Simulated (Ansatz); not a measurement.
TlSrBr3 (cubic perovskite), relaxed with r2SCAN in Ansatz 0.2.0. It is cubic, Pm-3m (No. 221); conventional cell a = 5.903 Å, 41.15 Å³ an atom. Around Tl lie 12 Br at 4.17 Å; around Sr lie 6 Br at 2.95 Å; around Br lie 2 Sr at 2.95 Å and 4 Tl at 4.17 Å.

The axes x, y and z are those of this cell:
```yaml
crystal:
  lattice:
    - [5.90340, 0.00000, 0.00000]
    - [0.00000, 5.90340, 0.00000]
    - [0.00000, 0.00000, 5.90340]
  atoms:
    - { symbol: Tl, position: [0.00000, 0.00000, 0.00000] }
    - { symbol: Sr, position: [0.50000, 0.50000, 0.50000] }
    - { symbol: Br, position: [0.50000, 0.50000, 0.00000] }
    - { symbol: Br, position: [0.50000, 0.00000, 0.50000] }
    - { symbol: Br, position: [0.00000, 0.50000, 0.50000] }
```

Unstrained: The r2SCAN gap is indirect, 3.617 eV (R to X), below the direct gap of 3.941 eV at X. With HSE06 the valence top lies at R and the conduction bottom at X, 4.225 eV higher; the smallest vertical gap, at X, is 4.568 eV. Meshes: r2SCAN 4×4×4, HSE06 4×4×4. Strains are changes of length per length, and xy shears are angles. After each strain the atoms were relaxed again with r2SCAN within the symmetry that the strain leaves, so tilts or polar shifts that break it weren't tested; points keep the names that they have in the unstrained zone. No spin polarisation. The prototype was imposed, so other structures may be more stable.

Question: Apply xy shear, engineering strain (angle) -5.0 %. How far does the gap move, against the unstrained cell?

Answer: r2SCAN: the gap goes from 3.617 to 3.581 eV (-0.036 eV). HSE06: the gap goes from 4.225 to 4.190 eV (-0.035 eV). The r2SCAN energy rises by 1.0 meV an atom.

Question: Apply epitaxial -0.5 % in the xy plane, free normal strain +0.14 %. How far does the gap move, against the unstrained cell?

Answer: r2SCAN: the gap goes from 3.617 to 3.612 eV (-0.005 eV). HSE06: the gap goes from 4.225 to 4.220 eV (-0.005 eV). The r2SCAN energy rises by 0.4 meV an atom.

Question: Apply epitaxial +0.5 % in the xy plane, free normal strain -0.08 %. How far does the gap move, against the unstrained cell?

Answer: r2SCAN: the gap goes from 3.617 to 3.599 eV (-0.018 eV). HSE06: the gap goes from 4.225 to 4.208 eV (-0.017 eV). The r2SCAN energy rises by 0.3 meV an atom.

Question: One strain changed the r2SCAN stress by xx -0.80, yy -0.80, zz -0.80 GPa (compression positive) and the gap by -0.036 eV (r2SCAN), -0.033 eV (HSE06). Which kind of strain was it, and roughly how large?

Answer: Isotropic +1.5 % on every length. The pattern of the stress gives the kind; the size needs the stiffness, so it is an estimate.

Spin-orbit coupling is left out; in compounds of Pb, Bi, Tl or Hg it can lower a gap by up to about 1 eV, split its edges or invert the bands.

The meshes of the hybrids are coarse, so their gaps aren't converged to the digits shown.
